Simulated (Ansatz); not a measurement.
Run on fcc Cu (100), 6 layers: DFT, PBE, all-electron LAPW, scalar-relativistic (Ansatz 0.2.0).

The slab is cut from a bulk crystal relaxed on PAW files (its atoms may have been relaxed since).

Command: `ansatz run input.yaml --threads 2 --pin off --max-ram 4096MiB --backend cpu --events-out ev --progress --plain --runs-dir out` It took 100 s on 2 threads of Intel(R) Xeon(R) Platinum 8488C (Sapphire Rapids) (shared host), peak memory 1 GiB.

```yaml
crystal:
  lattice:
    - [2.5665139635, 0.0, 0.0]
    - [0.0, 2.5665139635, 0.0]
    - [0.0, 0.0, 25.074]
  atoms:
    - { symbol: Cu, position: [0.25, 0.25, 0.3190556525] }
    - { symbol: Cu, position: [0.75, 0.75, 0.3914333915] }
    - { symbol: Cu, position: [0.25, 0.25, 0.4638111305] }
    - { symbol: Cu, position: [0.75, 0.75, 0.5361888695] }
    - { symbol: Cu, position: [0.25, 0.25, 0.6085666085] }
    - { symbol: Cu, position: [0.75, 0.75, 0.6809443475] }
kpoints:
  mp_grid: { grid: [14, 14, 1] }
scf:
  occupations: { method: fermi_dirac, width: 0.1 }
hamiltonian:
  xc: pbe
  pseudopotentials: { kind: all_electron, lapw: { basis_error: 0.001 } }
output:
  forces: true
  stress: true
  eigenvalues: true
  populations: true
  dos: { projected: true, de: 0.2, e_range: [-14, 8] }
efield:
  axis: 3
  amplitude: 0
  dipole_correction: true
```

Output:

```
Cu: projections on atomic orbitals take those of the free atom 1s2 2s2 2p6 3s2 3p6 3d10 4s1, of charge +0.00 (hamiltonian.pseudopotentials.projection_atoms)
LAPW: plane waves up to 8.751 Å⁻¹, error target 1.0e-3 eV per atom; small_component_spin mean_spin; Cu in spheres of 1.283 Å, 19 of its electrons in bands, Dirac shells [] (how accurate: hamiltonian.pseudopotentials.lapw.basis_error, Limitations)
Engine: ansatz 0.2.0
Pseudopotentials: kind: all_electron
Pseudopotential: Cu, LAPW, valence charge 19, lapw/all_electron/scalar/gaussian/Cu, Koelling and Harmon's equation, gaussian nucleus
Functional definition: PBE
  parameter kappa = 0.804
  parameter beta = 0.06672455060314922
  exchange = pbe_x(kappa = kappa, mu = beta*pi^2/3)
  correlation = pbe_c(beta = beta)
Crystal: 6 atoms, lattice volume = 165.162 Å³
Basis set: ecut = 291.777743567537 eV, 1849 PW (Γ), exchange–correlation at level 2
Bands: 69, of which v1, the nominal top of the filled ones, is band 57 counted from 1 (56 counted from 0)
Symmetry: 8 space group operations
k-points: 36 of 196
Non-local potential: Cu, projectors of the file, none
Initial density: superposition of atomic densities (neutral atoms: chi_scale 0, normalization atom)
Initial wavefunctions: plane waves of lowest kinetic energy (no species holds an atomic orbital)
Functional: x = pbe(κ = 0.804, μ = 0.2195149727645171), c = pbe(β = 0.06672455060314922)
iter 1 solved again at ethr=8.01e-4 eV; its pass at ethr=1.00e-1 eV (dr2=9.13e-1 eV) is discarded
SCF iter   1: F=—  HF=-270209.306976 eV  |F-HF|=—  |Δ(HF+E_count)|=         —  Δρ=2.96e-2  dr2=9.21e-1  ethr=8.01e-4  p=-0.000 e·Å  D=-8.27e-15 V/Å  ΔV_dip=0.00 eV  dr2_dipole=1.49e-23  V_vac-E_F(+/−)=4.39/4.39 eV  ⟨swp⟩=2.7  Hψ=16463  notcnv=0
efield: sawtooth ramp at fractional position 0.9500 (placed from the atoms, in the widest stretch of the axis that holds none; the zero of the levels goes with the place), width 0.1000; the density the first Hamiltonian is built on has a dipole p = 0.000 e·Å; the dipole correction subtracts the counter field D = 2.08e-13 V/Å, which shifts the + side's vacuum level by -0.00 eV against the − side's; the planar-averaged density in the ramp window peaks in size at 1.8e-6 e/Å³
preconditioner: auto → LDOS  [metal: Δε(μ)=0.002 eV  Ē_g=7.849 eV  σ=0.100 eV  W_gap=0.00  n_scr=48 (ndim 8)  ℏωp=23.5 eV  f_vac=0.528  D(μ)=2.75/eV (n_scr^D=12)  β→1.0]
SCF iter   2: F=—  HF=-270232.275604 eV  |F-HF|=—  |Δ(HF+E_count)|=    2.30e1  Δρ=2.34e-2  dr2=7.32e0  ethr=8.01e-4  p=-0.000 e·Å  D=-1.23e-5 V/Å  ΔV_dip=0.00 eV  dr2_dipole=1.52e-7  V_vac-E_F(+/−)=3.21/3.21 eV  ⟨swp⟩=3.3  Hψ=9029  notcnv=0  recentre
SCF iter   3: F=—  HF=-270204.583998 eV  |F-HF|=—  |Δ(HF+E_count)|=    2.77e1  Δρ=6.61e-3  dr2=1.15e-1  ethr=8.01e-4  p=0.000 e·Å  D=1.21e-6 V/Å  ΔV_dip=-0.00 eV  dr2_dipole=5.47e-9  V_vac-E_F(+/−)=4.92/4.92 eV  ⟨swp⟩=3.2  Hψ=8993  notcnv=0
SCF iter   4: F=—  HF=-270204.588664 eV  |F-HF|=—  |Δ(HF+E_count)|=         —  Δρ=3.07e-3  dr2=1.33e-2  ethr=1.01e-4  p=-0.000 e·Å  D=-8.97e-7 V/Å  ΔV_dip=0.00 eV  dr2_dipole=8.11e-13  V_vac-E_F(+/−)=4.55/4.55 eV  ⟨swp⟩=3.0  Hψ=7574  notcnv=0
the basis was enlarged: its passes take 370.5 KiB over the memory plan, 2 of 2 planned eigensolver slots
SCF iter   5: F=—  HF=-270204.549106 eV  |F-HF|=—  |Δ(HF+E_count)|=   3.96e-2  Δρ=1.84e-3  dr2=5.51e-3  ethr=1.17e-5  p=0.000 e·Å  D=4.61e-7 V/Å  ΔV_dip=-0.00 eV  dr2_dipole=3.23e-10  V_vac-E_F(+/−)=4.65/4.65 eV  ⟨swp⟩=3.0  Hψ=7631  notcnv=0
iter 6 solved again at ethr=2.73e-7 eV; its pass at ethr=4.84e-6 eV (dr2=3.11e-4 eV) is discarded
SCF iter   6: F=—  HF=-270204.550064 eV  |F-HF|=—  |Δ(HF+E_count)|=   9.59e-4  Δρ=4.37e-4  dr2=3.10e-4  ethr=2.73e-7  p=0.000 e·Å  D=2.90e-8 V/Å  ΔV_dip=-0.00 eV  dr2_dipole=2.58e-13  V_vac-E_F(+/−)=4.56/4.56 eV  ⟨swp⟩=2.0  Hψ=12196  notcnv=0
SCF iter   7: F=—  HF=-270204.550283 eV  |F-HF|=—  |Δ(HF+E_count)|=   2.19e-4  Δρ=1.18e-4  dr2=2.73e-5  ethr=2.72e-7  p=0.000 e·Å  D=2.56e-7 V/Å  ΔV_dip=-0.00 eV  dr2_dipole=4.02e-12  V_vac-E_F(+/−)=4.53/4.54 eV  ⟨swp⟩=3.0  Hψ=7199  notcnv=0
SCF iter   8: F=—  HF=-270204.550290 eV  |F-HF|=—  |Δ(HF+E_count)|=   6.26e-6  Δρ=5.97e-5  dr2=7.68e-6  ethr=2.40e-8  p=-0.000 e·Å  D=-1.26e-7 V/Å  ΔV_dip=0.00 eV  dr2_dipole=3.62e-12  V_vac-E_F(+/−)=4.53/4.53 eV  ⟨swp⟩=2.8  Hψ=7120  notcnv=0
SCF iter   9: F=—  HF=-270204.550290 eV  |F-HF|=—  |Δ(HF+E_count)|=   6.43e-7  Δρ=2.57e-5  dr2=1.48e-6  ethr=6.73e-9  p=0.000 e·Å  D=6.61e-8 V/Å  ΔV_dip=-0.00 eV  dr2_dipole=5.56e-14  V_vac-E_F(+/−)=4.53/4.53 eV  ⟨swp⟩=2.9  Hψ=7153  notcnv=0
SCF iter  10: F=-270204.550291 eV  HF=-270204.550291 eV  |F-HF|=6.56e-8  |Δ(HF+E_count)|=   1.09e-6  Δρ=6.32e-6  dr2=7.12e-8  ethr=1.30e-9  p=-0.000 e·Å  D=-1.26e-7 V/Å  ΔV_dip=0.00 eV  dr2_dipole=3.29e-13  V_vac-E_F(+/−)=4.53/4.53 eV  ⟨swp⟩=3.0  Hψ=7251  notcnv=0
SCF 1 converged in 10 iterations: F = -270204.550291 eV  dr2 = 7.12e-8
SCF converged after 10 iterations
Free energy (F): -270204.550291 eV
Harris-Foulkes:  -270204.550291 eV  (|F-HF|=6.56e-8)
Internal energy: -270204.481831 eV  (E = F + TS)
E sigma→0 (E₀):  -270204.516061 eV
Entropy (-TS):   -0.068461 eV (-11.410 meV/atom)
Fermi energy:    4.582966 eV
Dipole field:    D = -0.000000 V/Å  (p = -0.000000 e·Å, saw-weighted, corrected)
Work function:   Φ+ = 4.5261 eV   Φ− = 4.5261 eV
Levels:          The Fermi level and band energies are counted from a zero that moves with the ramp; work functions are not
--- Per-component energies (eV) ---
  E_band       = -3523.690717
  E_kinetic    = 274844.309460
  E_xc         = -11041.716837
  E_efield     = 0.000000  (sawtooth field / dipole correction)
  E_electrostatic = -534007.074453  (all electrons and nuclei)
  E_smearing   = -0.068461  (= −TS)
  E_closure    = 0.000000  (closes the sum)
  E_atoms      = -270183.194740  (free atoms, spherical and without spin; not in F)
  Σ components = -270204.550291   (vs F -270204.550291, Δ=0.00e0)
  Basis errors (estimates in eV, not in F): energy 2.7e-4 per atom: plane waves 2.4e-4 (1.3e-4 summed), levels above the bands 6.8e-41, relativity 2.2e-8, radial functions 2.3e-5, core shells 1.7e-10; eigenvalues (radial functions only) 9.1e-7; not estimated: angular momenta, meshes, grids; target (lapw.basis_error) 1.0e-3; muffin-tin radii Cu 1.283 Å
--- Forces (eV/Å), atoms counted from 1 ---
  atom   1  Cu     0.00000000     0.00000000     0.20754299
  atom   2  Cu    -0.00000000     0.00000000    -0.20980837
  atom   3  Cu     0.00000000     0.00000000    -0.00061155
  atom   4  Cu     0.00000000     0.00000000     0.00061513
  atom   5  Cu     0.00000000     0.00000000     0.20980910
  atom   6  Cu    -0.00000000     0.00000000    -0.20754504
  max |Σ_I F_I| component: 2.26e-6 eV/Å
--- Stress (GPa, compression-positive) ---
       -1.545957       0.000000      -0.000000
        0.000000      -1.545957       0.000000
       -0.000000       0.000000      -0.715560
  P = ⅓ Tr σ = -1.2692 GPa (-12.692 kbar)
--- Band table (eV; the first three rows and the last of 36) ---
  k-point 0: bands = ["-107.9685", "-107.9668", "-107.9594", "-107.9525", "-107.5103", "-107.5103", "-65.3750", "-65.3534", "-65.3232", "-65.3223", "-65.3223", "-65.3166", "-65.3166", "-65.3027", "-65.3027", "-65.2961", "-65.2888", "-65.2888", "-64.8817", "-64.8817", "-64.8817", "-64.8817", "-64.8638", "-64.8638", "-4.4353", "-3.5902", "-2.3083", "-0.9257", "-0.1548", "-0.1336", "0.3178", "0.5619", "0.9164", "1.2805", "1.5458", "1.6296", "1.6996", "1.6996", "1.9437", "1.9437", "2.1387", "2.1587", "2.3094", "2.3094", "2.4018", "2.4365", "2.4722", "2.5835", "2.7145", "2.7145", "2.7447", "2.9036", "3.0414", "3.0414", "3.1212", "3.1531", "3.1535", "3.1535", "3.1561", "4.7446", "5.7938", "8.8980", "9.0395", "10.1105", "11.0829", "12.7834", "13.2029", "15.5049", "15.9667"]
  k-point 1: bands = ["-107.9682", "-107.9665", "-107.9592", "-107.9524", "-107.5101", "-107.5100", "-65.3741", "-65.3538", "-65.3269", "-65.3245", "-65.3218", "-65.3162", "-65.3160", "-65.3064", "-65.3026", "-65.2950", "-65.2911", "-65.2889", "-64.8843", "-64.8843", "-64.8815", "-64.8815", "-64.8636", "-64.8636", "-4.3137", "-3.4729", "-2.1999", "-0.8325", "-0.0789", "-0.0706", "0.3499", "0.5890", "0.9355", "1.2894", "1.5396", "1.6578", "1.7051", "1.7147", "1.8916", "1.9393", "1.9732", "2.2033", "2.2661", "2.3745", "2.4115", "2.4552", "2.5152", "2.5186", "2.5993", "2.5994", "2.8360", "2.8371", "2.9307", "2.9850", "3.0735", "3.0962", "3.1325", "3.1770", "3.4484", "4.9754", "6.0613", "9.0181", "9.1523", "10.2296", "11.1849", "12.8952", "13.2893", "15.6159", "16.0633"]
  k-point 2: bands = ["-107.9672", "-107.9657", "-107.9587", "-107.9523", "-107.5095", "-107.5094", "-65.3715", "-65.3554", "-65.3350", "-65.3308", "-65.3201", "-65.3175", "-65.3152", "-65.3134", "-65.3023", "-65.2966", "-65.2949", "-65.2895", "-64.8917", "-64.8917", "-64.8810", "-64.8809", "-64.8630", "-64.8630", "-3.9535", "-3.1282", "-1.8878", "-0.5786", "0.1036", "0.1235", "0.4426", "0.6725", "1.0006", "1.3188", "1.4998", "1.7313", "1.7422", "1.7560", "1.7841", "1.8146", "1.9214", "2.0607", "2.1678", "2.3706", "2.3792", "2.3914", "2.4702", "2.4958", "2.5612", "2.5862", "2.7271", "2.7486", "2.8877", "2.9318", "3.0358", "3.0426", "3.1299", "3.1644", "3.9470", "5.5322", "6.7331", "9.3785", "9.4893", "10.5871", "11.4890", "13.2303", "13.5416", "14.2110", "15.1030"]
  k-point 35: bands = ["-107.9565", "-107.9565", "-107.9496", "-107.9496", "-107.5015", "-107.5015", "-65.3784", "-65.3784", "-65.3682", "-65.3682", "-65.3490", "-65.3490", "-65.3302", "-65.3302", "-65.3290", "-65.3290", "-65.3248", "-65.3248", "-64.9304", "-64.9304", "-64.9303", "-64.9303", "-64.8558", "-64.8558", "-0.0888", "-0.0888", "0.2581", "0.2581", "0.3314", "0.3314", "0.6347", "0.6347", "0.8484", "0.8484", "1.1291", "1.1291", "1.7690", "1.7690", "2.4626", "2.4626", "2.5592", "2.5592", "2.8403", "2.8403", "2.9840", "2.9840", "3.0177", "3.0177", "3.1260", "3.1260", "3.1409", "3.1409", "3.5293", "3.5293", "6.5995", "6.5995", "7.9211", "7.9211", "9.6528", "9.6528", "11.6317", "11.6317", "11.7298", "11.7298", "12.1282", "12.1282", "12.8664", "12.8664", "13.7667"]
--- Löwdin populations: 6 sites ---
  site symbol       q [e]
     0     Cu     28.8919
     1     Cu     28.8345
     2     Cu     28.8376
     3     Cu     28.8376
     4     Cu     28.8345
     5     Cu     28.8919
  spilling = 0.005011 (of n_electrons = 174.000000)
```

populations.tsv:

```
# site	symbol	l	j	q
# orbitals = lowdin
# n_electrons = 174.000000
# spilling = 0.005011
# projection_atom_Cu: 1s2 2s2 2p6 3s2 3p6 3d10 4s1
0	Cu	0_1S	-	1.999995
0	Cu	0_2S	-	1.999742
0	Cu	0_3S	-	1.993152
0	Cu	0_4S	-	1.067588
0	Cu	1_2P	-	5.999998
0	Cu	1_3P	-	5.999197
0	Cu	2_3D	-	9.832265
1	Cu	0_1S	-	1.999992
1	Cu	0_2S	-	1.999612
1	Cu	0_3S	-	1.989684
1	Cu	0_4S	-	1.045355
1	Cu	1_2P	-	5.999999
1	Cu	1_3P	-	5.999277
1	Cu	2_3D	-	9.800589
2	Cu	0_1S	-	1.999992
2	Cu	0_2S	-	1.999610
2	Cu	0_3S	-	1.989630
2	Cu	0_4S	-	1.053534
2	Cu	1_2P	-	5.999999
2	Cu	1_3P	-	5.999270
2	Cu	2_3D	-	9.795598
3	Cu	0_1S	-	1.999992
3	Cu	0_2S	-	1.999610
3	Cu	0_3S	-	1.989630
3	Cu	0_4S	-	1.053534
3	Cu	1_2P	-	5.999999
3	Cu	1_3P	-	5.999270
3	Cu	2_3D	-	9.795598
4	Cu	0_1S	-	1.999992
4	Cu	0_2S	-	1.999612
4	Cu	0_3S	-	1.989684
4	Cu	0_4S	-	1.045355
4	Cu	1_2P	-	5.999999
4	Cu	1_3P	-	5.999277
4	Cu	2_3D	-	9.800589
5	Cu	0_1S	-	1.999995
5	Cu	0_2S	-	1.999742
5	Cu	0_3S	-	1.993152
5	Cu	0_4S	-	1.067587
5	Cu	1_2P	-	5.999998
5	Cu	1_3P	-	5.999197
5	Cu	2_3D	-	9.832267
```

Next run (atoms relaxed), as changes to the input before:

```diff
   atoms:
-    - { symbol: Cu, position: [0.25, 0.25, 0.3190556525] }
-    - { symbol: Cu, position: [0.75, 0.75, 0.3914333915] }
-    - { symbol: Cu, position: [0.25, 0.25, 0.4638111305] }
-    - { symbol: Cu, position: [0.75, 0.75, 0.5361888695] }
-    - { symbol: Cu, position: [0.25, 0.25, 0.6085666085] }
-    - { symbol: Cu, position: [0.75, 0.75, 0.6809443475] }
+    - { symbol: Cu, position: [0.25, 0.25, 0.3212146121] }
+    - { symbol: Cu, position: [0.75, 0.75, 0.3912517684] }
+    - { symbol: Cu, position: [0.25, 0.25, 0.4638103355] }
+    - { symbol: Cu, position: [0.75, 0.75, 0.5361897229] }
+    - { symbol: Cu, position: [0.25, 0.25, 0.6087482445] }
+    - { symbol: Cu, position: [0.75, 0.75, 0.6787853166] }
 kpoints:
   eigenvalues: true
-  populations: true
-  dos: { projected: true, de: 0.2, e_range: [-14, 8] }
+relax:
+  f_tol: 0.01
+  max_steps: 12
 efield:
```

Command: `ansatz run input.yaml --threads 2 --pin off --max-ram 4096MiB --backend cpu --events-out ev --progress --plain --runs-dir out` It took 2.2 min on 2 threads of Intel(R) Xeon(R) Platinum 8488C (Sapphire Rapids), on a shared host, peak memory 1.1 GiB.

Results part of the output:

```
SCF converged after 2 iterations
Free energy (F): -270204.562278 eV
Harris-Foulkes:  -270204.562278 eV  (|F-HF|=4.59e-8)
Internal energy: -270204.495487 eV  (E = F + TS)
E sigma→0 (E₀):  -270204.528882 eV
Entropy (-TS):   -0.066791 eV (-11.132 meV/atom)
Fermi energy:    4.592494 eV
Dipole field:    D = 0.000000 V/Å  (p = 0.000000 e·Å, saw-weighted, corrected)
Work function:   Φ+ = 4.5084 eV   Φ− = 4.5084 eV
Levels:          The Fermi level and band energies are counted from a zero that moves with the ramp; work functions are not
--- Per-component energies (eV) ---
  E_band       = -3525.688521
[... lines left out ...]
  k-point 1: bands = ["-107.9894", "-107.9893", "-107.9506", "-107.9421", "-107.5408", "-107.5408", "-65.3808", "-65.3729", "-65.3420", "-65.3410", "-65.3378", "-65.3370", "-65.3291", "-65.3022", "-65.2984", "-65.2897", "-65.2822", "-65.2800", "-64.9145", "-64.9145", "-64.9117", "-64.9117", "-64.8945", "-64.8945", "-4.3394", "-3.5497", "-2.2518", "-0.8305", "-0.1122", "-0.0948", "0.3352", "0.5357", "0.8857", "1.2745", "1.5444", "1.6706", "1.7017", "1.7053", "1.8625", "1.8973", "1.9466", "2.2051", "2.2214", "2.3911", "2.4200", "2.4416", "2.5059", "2.5230", "2.5638", "2.5767", "2.8174", "2.8329", "2.9314", "2.9849", "3.0741", "3.0858", "3.1180", "3.1767", "3.4703", "5.0697", "6.1570", "9.0226", "9.1627", "10.2264", "11.1950", "12.8951", "13.3677", "15.6020", "16.1396"]
  k-point 2: bands = ["-107.9887", "-107.9887", "-107.9497", "-107.9419", "-107.5402", "-107.5402", "-65.3785", "-65.3729", "-65.3515", "-65.3489", "-65.3368", "-65.3362", "-65.3285", "-65.3097", "-65.2974", "-65.2891", "-65.2883", "-65.2803", "-64.9219", "-64.9219", "-64.9112", "-64.9112", "-64.8939", "-64.8939", "-3.9790", "-3.2046", "-1.9402", "-0.5805", "0.0773", "0.0860", "0.4282", "0.6200", "0.9502", "1.2957", "1.4919", "1.7409", "1.7481", "1.7490", "1.7589", "1.8051", "1.8851", "2.0441", "2.1226", "2.3421", "2.3697", "2.4302", "2.4824", "2.5018", "2.5357", "2.5410", "2.7215", "2.7463", "2.8673", "2.9322", "3.0314", "3.0336", "3.1315", "3.1678", "3.9776", "5.6194", "6.8216", "9.3839", "9.5017", "10.5856", "11.5033", "13.2328", "13.6117", "14.2005", "15.0564"]
  k-point 35: bands = ["-107.9804", "-107.9804", "-107.9383", "-107.9383", "-107.5323", "-107.5323", "-65.3905", "-65.3905", "-65.3881", "-65.3881", "-65.3540", "-65.3540", "-65.3489", "-65.3489", "-65.3223", "-65.3223", "-65.3134", "-65.3134", "-64.9605", "-64.9605", "-64.9605", "-64.9605", "-64.8871", "-64.8871", "-0.1121", "-0.1121", "0.2154", "0.2154", "0.3189", "0.3189", "0.5792", "0.5792", "0.7834", "0.7834", "1.0618", "1.0618", "1.7341", "1.7341", "2.4637", "2.4637", "2.5621", "2.5621", "2.8420", "2.8420", "2.9934", "2.9934", "3.0178", "3.0178", "3.1033", "3.1033", "3.1523", "3.1523", "3.4994", "3.4994", "6.5745", "6.5745", "7.8574", "7.8574", "9.6377", "9.6377", "11.7289", "11.7289", "11.7307", "11.7307", "12.1302", "12.1302", "12.8979", "12.8979", "13.7820"]
--- Relaxed structure (2 steps of the walk, 2 accepted, 0 SCFs on fresh bases) ---
  F+E_penalty+E_count = -270204.56227790 eV   max|allowed force component| = 7.975e-3 eV/Å
  atoms:
    - { symbol: Cu, position: [0.25, 0.25, 0.32121461209999996] }
    - { symbol: Cu, position: [0.7499999999999999, 0.7499999999999999, 0.3912517684] }
    - { symbol: Cu, position: [0.25, 0.25, 0.46381033549999995] }
    - { symbol: Cu, position: [0.7499999999999999, 0.7499999999999999, 0.5361897229] }
    - { symbol: Cu, position: [0.25, 0.25, 0.6087482444999999] }
    - { symbol: Cu, position: [0.7499999999999999, 0.7499999999999999, 0.6787853166] }
```

Next run (field of 0.2 V/Å along the normal), as changes to the input before:

```diff
   eigenvalues: true
-relax:
-  f_tol: 0.01
-  max_steps: 12
 efield:
   axis: 3
-  amplitude: 0
+  amplitude: 0.2
   dipole_correction: true
```

Results part of the output:

```
SCF 1 converged in 11 iterations: F = -270204.571283 eV  dr2 = 1.35e-8
SCF converged after 11 iterations
Free energy (F): -270204.571283 eV
Harris-Foulkes:  -270204.571283 eV  (|F-HF|=3.43e-8)
Internal energy: -270204.504486 eV  (E = F + TS)
E sigma→0 (E₀):  -270204.537884 eV
Entropy (-TS):   -0.066798 eV (-11.133 meV/atom)
Fermi energy:    4.590105 eV
Dipole field:    D = 0.095955 V/Å  (p = 0.087583 e·Å, saw-weighted, corrected)
Work function:   not extracted (applied field tilts the vacuum); planar V_es + V_field profile in the machine report
Levels:          The Fermi level and band energies are counted from a zero that moves with the ramp; work functions are not
[... lines left out ...]
  max |Σ_I F_I| component: 5.39e-5 eV/Å
--- Stress (GPa, compression-positive) ---
       -0.996260       0.000000       0.000000
        0.000000      -0.996260       0.000000
        0.000000       0.000000       0.022993
  P = ⅓ Tr σ = -0.6565 GPa (-6.565 kbar)
--- Band table (eV; the first three rows and the last of 36) ---
  k-point 0: bands = ["-107.9924", "-107.9914", "-107.9533", "-107.9446", "-107.5485", "-107.5380", "-65.3840", "-65.3753", "-65.3407", "-65.3407", "-65.3393", "-65.3393", "-65.3330", "-65.3011", "-65.3011", "-65.2931", "-65.2823", "-65.2823", "-64.9186", "-64.9186", "-64.9096", "-64.9096", "-64.9030", "-64.8906", "-4.4635", "-3.6694", "-2.3623", "-0.9250", "-0.1892", "-0.1593", "0.3005", "0.5059", "0.8647", "1.2663", "1.5559", "1.6409", "1.6874", "1.6874", "1.8976", "1.8976", "2.1202", "2.1723", "2.2617", "2.2617", "2.4341", "2.4601", "2.4632", "2.5505", "2.6942", "2.6942", "2.7159", "2.8973", "3.0361", "3.0361", "3.1330", "3.1386", "3.1407", "3.1547", "3.1547", "4.8398", "5.8919", "8.4246", "9.4192", "9.9823", "11.2141", "12.7808", "13.3039", "15.5028", "16.0529"]
  k-point 1: bands = ["-107.9922", "-107.9911", "-107.9530", "-107.9445", "-107.5483", "-107.5377", "-65.3832", "-65.3752", "-65.3445", "-65.3431", "-65.3404", "-65.3390", "-65.3314", "-65.3046", "-65.3008", "-65.2921", "-65.2846", "-65.2824", "-64.9212", "-64.9184", "-64.9122", "-64.9094", "-64.9028", "-64.8904", "-4.3418", "-3.5521", "-2.2541", "-0.8329", "-0.1148", "-0.0969", "0.3329", "0.5333", "0.8833", "1.2721", "1.5420", "1.6682", "1.6993", "1.7029", "1.8601", "1.8950", "1.9442", "2.2027", "2.2191", "2.3887", "2.4177", "2.4392", "2.5018", "2.5225", "2.5615", "2.5743", "2.8150", "2.8305", "2.9289", "2.9829", "3.0714", "3.0838", "3.1158", "3.1745", "3.4678", "5.0654", "6.1544", "8.5437", "9.5327", "10.1029", "11.3179", "12.8936", "13.3898", "15.6142", "16.1483"]
  k-point 2: bands = ["-107.9915", "-107.9905", "-107.9521", "-107.9443", "-107.5477", "-107.5371", "-65.3808", "-65.3752", "-65.3539", "-65.3511", "-65.3394", "-65.3381", "-65.3309", "-65.3121", "-65.2998", "-65.2915", "-65.2907", "-65.2827", "-64.9286", "-64.9196", "-64.9179", "-64.9089", "-64.9022", "-64.8898", "-3.9815", "-3.2070", "-1.9426", "-0.5828", "0.0744", "0.0841", "0.4258", "0.6177", "0.9479", "1.2934", "1.4895", "1.7383", "1.7457", "1.7469", "1.7565", "1.8029", "1.8827", "2.0418", "2.1202", "2.3398", "2.3672", "2.4278", "2.4800", "2.4996", "2.5334", "2.5387", "2.7191", "2.7439", "2.8650", "2.9301", "3.0270", "3.0334", "3.1291", "3.1657", "3.9751", "5.6151", "6.8179", "8.9005", "9.8718", "10.4646", "11.6272", "13.2310", "13.6348", "14.1989", "15.0541"]
  k-point 35: bands = ["-107.9832", "-107.9821", "-107.9408", "-107.9405", "-107.5398", "-107.5292", "-65.3929", "-65.3929", "-65.3903", "-65.3903", "-65.3568", "-65.3559", "-65.3513", "-65.3513", "-65.3247", "-65.3247", "-65.3160", "-65.3157", "-64.9672", "-64.9672", "-64.9582", "-64.9582", "-64.8955", "-64.8830", "-0.1149", "-0.1141", "0.2127", "0.2133", "0.3165", "0.3165", "0.5769", "0.5769", "0.7786", "0.7835", "1.0595", "1.0595", "1.7318", "1.7318", "2.4615", "2.4615", "2.5591", "2.5603", "2.8388", "2.8404", "2.9911", "2.9911", "3.0116", "3.0196", "3.1004", "3.1016", "3.1497", "3.1500", "3.4933", "3.5009", "6.5721", "6.5721", "7.8551", "7.8551", "9.6354", "9.6354", "11.7266", "11.7266", "11.7279", "11.7286", "12.1266", "12.1291", "12.8937", "12.8973", "13.7654"]
```
